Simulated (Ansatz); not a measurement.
The relaxed structure here is a generated cell of Rh: the first start was made by placing the elements on the sites of a structure type, and the end was not matched to a known phase here, so it may be hypothetical. Known forms of Rh include space group No. 225.

The end point of a relaxation of Rh. Space group Pa-3 (No. 205). Computed with PBE (plane waves to 420 eV, PAW, scalar-relativistic; Ansatz, a first-principles code).

Space group Pa-3 (No. 205); a = b = c = 4.8889 Å, α = β = γ = 90.00°

```json
[
 {"atom": "Rh", "site": "8c", "symmetry": ".3.", "x": "0.1513", "y": "0.1513", "z": "0.1513"}
]
```

- Volume per atom = 14.61 Å³
- Density = 11.70 g/cm³
- Band gap = zero (metallic)
- Shortest distances = Rh–Rh 2.56 Å
- k-mesh = 10×10×10

Band energies at high-symmetry points (eV from the Fermi level; labels of this space group; no spin-orbit coupling), from −5 eV up to 1.6 eV:

```csv
point,energies
Γ,-4.63 -4.63 -4.63 -4.07 -4.07 -4.07 -3.91 -3.91 -3.91 -3.45 -3.45 -3.14 -2.94 -2.94 -2.94 -2.89 -2.72 -2.72 -2.52 -2.52 -2.52 -1.85 -1.85 -1.85 -1.11 -1.11 -1.11 -1.00 -1.00 -1.00 -0.51 -0.51 0.06 0.06 0.06 0.28 0.28
X,-4.86 -4.86 -4.82 -4.82 -4.10 -4.10 -3.72 -3.72 -3.70 -3.70 -3.64 -3.64 -3.10 -3.10 -2.92 -2.92 -2.62 -2.62 -2.38 -2.38 -1.78 -1.78 -1.28 -1.28 -1.24 -1.24 -0.98 -0.98 -0.75 -0.75 -0.09 -0.09 0.11 0.11 0.39 0.39 0.61 0.61
M,-4.94 -4.94 -4.94 -4.94 -4.51 -4.51 -4.51 -4.51 -3.47 -3.47 -3.47 -3.47 -2.84 -2.84 -2.84 -2.84 -2.44 -2.44 -2.44 -2.44 -1.74 -1.74 -1.74 -1.74 -0.87 -0.87 -0.87 -0.87 -0.22 -0.22 -0.22 -0.22 0.45 0.45 0.45 0.45 0.74 0.74 0.74 0.74
R,-4.97 -4.97 -4.97 -4.97 -4.73 -4.73 -4.73 -4.73 -3.50 -3.50 -3.50 -3.50 -3.21 -3.21 -3.21 -3.21 -2.63 -2.63 -2.63 -2.63 -1.01 -1.01 -1.01 -1.01 -0.38 -0.38 -0.38 -0.38 0.06 0.06 0.06 0.06 0.10 0.10 0.10 0.10
X1,-4.86 -4.86 -4.82 -4.82 -4.10 -4.10 -3.72 -3.72 -3.70 -3.70 -3.64 -3.64 -3.10 -3.10 -2.92 -2.92 -2.62 -2.62 -2.38 -2.38 -1.78 -1.78 -1.28 -1.28 -1.24 -1.24 -0.98 -0.98 -0.75 -0.75 -0.09 -0.09 0.11 0.11 0.39 0.39 0.61 0.61
```

No spin polarisation in the result.

The run could not lose the symmetry of its start: the end is stationary, and may be a saddle point rather than a minimum.
